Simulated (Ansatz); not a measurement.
# Stress against strain in ZrB$_{2}$

```xyz
3
Lattice="3.1650 0.0000 0.0000 -1.5825 2.7410 0.0000 0.0000 0.0000 3.5200" Properties=species:S:1:pos:R:3 pbc="T T T"
Zr    0.0000    0.0000    0.0000
B     0.0000    1.8273    1.7600
B     1.5825    0.9137    1.7600
```

Atom numbers follow the list: Zr1, B2, B3.

The geometry is COD entry 1510856, unchecked; take it as a test cell.

All numbers below come from DFT, LDA, all-electron LAPW, scalar-relativistic in Ansatz 0.2.0.

Settings: a Γ-centred 12×12×9 k mesh, Fermi–Dirac smearing of 0.05 eV, basis error target 1 meV/atom, no spin polarisation.

The strain is applied along the Cartesian axes of the cell as listed (γ is the engineering shear, twice εxy = εyz = εzx). Fractional coordinates are held (clamped ions).

σ is the change of stress from the unstrained cell, which is at -7.28 GPa; tension is positive, so slopes are stress–strain coefficients at that pressure. In a metal the k mesh adds noise.

Only quantities that a quadratic follows smoothly over the whole series are listed; rougher ones are left out.

```
      γ  σxy (GPa)  σyz (GPa)
-0.0300      -8.03      -7.83
-0.0200      -5.30      -5.14
-0.0100      -2.62      -2.53
 0.0000       0.00       0.00
 0.0200       5.05       4.90
 0.0300       7.47       7.28
```

(1) Fit the series and read off the stiffness at zero strain.

(2) One run, at γ = 0.0100, is withheld. Predict its row.

Results:

(1) Least-squares fits y = p0 + p1 x + p2 x² to the rows give σxy (GPa): p1 = 258, p2 = -310; σyz (GPa): p1 = 252, p2 = -310.

(2) The fits give 2.55, 2.49; the run gave 2.56, 2.47.
